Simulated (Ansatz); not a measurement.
**Sc on a Y site in LaYMg6**

Level of theory: PBEsol, no spin polarisation, scalar-relativistic; Ansatz, plane waves to 420 eV (PAW set soft_2), k-mesh 3×3×3.

The relaxed host crystal (no gap at this level of theory):

```
CELL_PARAMETERS angstrom
2.59459 1.49799 8.48711
-2.59459 1.49799 8.48711
0.00000 -2.99597 8.48711
ATOMIC_POSITIONS crystal
La 0.00000 0.00000 0.00000
Mg 0.37728 0.37728 0.37728
Mg 0.87302 0.87302 0.87302
Mg 0.12698 0.12698 0.12698
Mg 0.62272 0.62272 0.62272
Mg 0.75082 0.75082 0.75082
Mg 0.24918 0.24918 0.24918
Y 0.50000 0.50000 0.50000
```

Supercell of 32 atoms, rows of the matrix [[2,0,-2],[2,-2,0],[1,-1,-1]] times the cell vectors; Sc on a Y site at (0.500, 0.500, 0.500) in fractions of the cell above. Atoms are relaxed at the host's cell. The cell loses 1 of its 4 Y, so this is a heavily doped crystal.

Distances from the Sc atom (Å), by shell of the perfect crystal:

| shell | perfect crystal | relaxed, charge 0 |
| --- | --- | --- |
| 8 Mg | 3.15 (3.12 to 3.16) | 3.09 (3.06 to 3.10) |
| 6 Mg | 3.66 | 3.66 |

| charge | gap of the cell on the mesh (eV) |
| --- | --- |
| 0 | 0.00 |

Formation energy of the neutral defect: 0.37 eV, taking atoms from and to the elements' standard states (no corrections for gases), so it belongs to those chemical potentials alone.

Relaxed cell at charge 0:

```
LaYMg6 Sc_Y charge 0
1.0
     5.1892    8.9879    0.0000
    10.3784    0.0000    0.0000
     5.1892    2.9960   -8.4871
La Mg Sc Y
4 24 1 3
Direct
  0.0000 0.0000 0.0000
  0.0000 0.5000 0.0000
  0.5000 0.0000 0.0000
  0.5000 0.5000 0.0000
  0.3799 0.3799 0.8603
  0.3777 0.8770 0.8683
  0.8770 0.3777 0.8683
  0.8770 0.8770 0.8683
  0.8731 0.8731 0.3808
  0.8657 0.3757 0.3828
  0.3757 0.8657 0.3828
  0.3757 0.3757 0.3828
  0.1269 0.1269 0.6192
  0.1343 0.6243 0.6172
  0.6243 0.1343 0.6172
  0.6243 0.6243 0.6172
  0.6201 0.6201 0.1397
  0.6223 0.1230 0.1317
  0.1230 0.6223 0.1317
  0.1230 0.1230 0.1317
  0.7507 0.7507 0.7478
  0.7508 0.2508 0.7475
  0.2508 0.7508 0.7475
  0.2508 0.2508 0.7475
  0.2493 0.2493 0.2522
  0.2492 0.7492 0.2525
  0.7492 0.2492 0.2525
  0.7492 0.7492 0.2525
  0.5000 0.5000 0.5000
  0.5000 0.0000 0.5000
  0.0000 0.5000 0.5000
  0.0000 0.0000 0.5000
```

Caveats: small supercell, so energies and levels can be off by tenths of an eV; the atoms kept the symmetry of the start, so a distorted state could lie lower.
